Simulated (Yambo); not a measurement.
G0W0@LDA for NaTaO₃ (space group P4/mbm, No. 127) in Yambo. Reference settings: 2×2×4 Γ-centred k mesh, bands 5 to 189 and a 7 Ry block in the screening, 189 bands in G with the Bruneval-Gonze terminator, plasmon pole fitted at 27.2 eV. The LDA gap Z → Γ on this mesh is 2.27 eV; G0W0 gaps are taken between the same points.

The settings were changed. The gap went from 4.01 eV to 4.21 eV, and the shift of the valence edge from -0.45 eV to -0.32 eV.

**Question.** Which change was made?
A) 2×2×2 mesh
B) 62 bands in W, 62 bands in G, 2 Ry block
C) 1×1×2 mesh
D) 151 bands in W, 151 bands in G, 3 Ry block, no terminator

**Answer.** D, 151 bands in W, 151 bands in G, 3 Ry block, no terminator. The others gave (gap, valence shift): 2×2×2 mesh: 3.95, -0.40 eV; 1×1×2 mesh: 3.68, -0.15 eV; 62 bands in W, 62 bands in G, 2 Ry block: 4.87, -0.58 eV.

Spin-orbit coupling is not included.

Geometry of the Materials Project entry, not relaxed at this level; primitive cell a = b = 5.477 Å, c = 3.959 Å, α = β = γ = 90.00°.

This is not the ordinary phase of the substance.

A shift is the quasiparticle energy of the state minus its LDA energy.
